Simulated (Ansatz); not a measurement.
BeSe:
```yaml
crystal:
  lattice:
    - [0.00000, 2.58884, 2.58884]
    - [2.58884, 0.00000, 2.58884]
    - [2.58884, 2.58884, 0.00000]
  atoms:
    - { symbol: Be, position: [0.00000, 0.00000, 0.00000] }
    - { symbol: Se, position: [0.75000, 0.75000, 0.75000] }
```

Relaxed with PBE. Special points in fractions of this cell's reciprocal vectors: Γ (0.000, 0.000, 0.000); X (0.500, 0.000, 0.500); U (0.625, 0.250, 0.625); K (0.375, 0.375, 0.750); L (0.500, 0.500, 0.500); W (0.500, 0.250, 0.750).

### Question
List the band energies nearest the valence-band maximum at these points for DFT-PBE in the program Ansatz with PAW potentials.

### Answer
In eV from the valence-band maximum; about four levels below and three above (degenerate sets whole), none deeper than 8.9 eV; points with the same levels are listed once.

```json
[
 {"k": "Γ", "below": "0.00 0.00 0.00", "above": "4.22 5.03 5.03 5.03"},
 {"k": "X", "below": "-4.97 -2.58 -2.58", "above": "2.67 4.22 11.56 11.56"},
 {"k": "U", "below": "-4.56 -3.91 -2.16", "above": "3.78 6.80 9.62"},
 {"k": "L", "below": "-5.58 -1.05 -1.05", "above": "4.27 5.98 5.98"},
 {"k": "W", "below": "-4.33 -3.70 -3.20", "above": "6.13 7.07 7.39"}
]
```

Space group F-43m (zinc blende). The PBE relaxation kept the symmetry of its start. Spin–orbit coupling is left out wherever it is not named.

Potentials: the earlier of the program's two PAW sets.
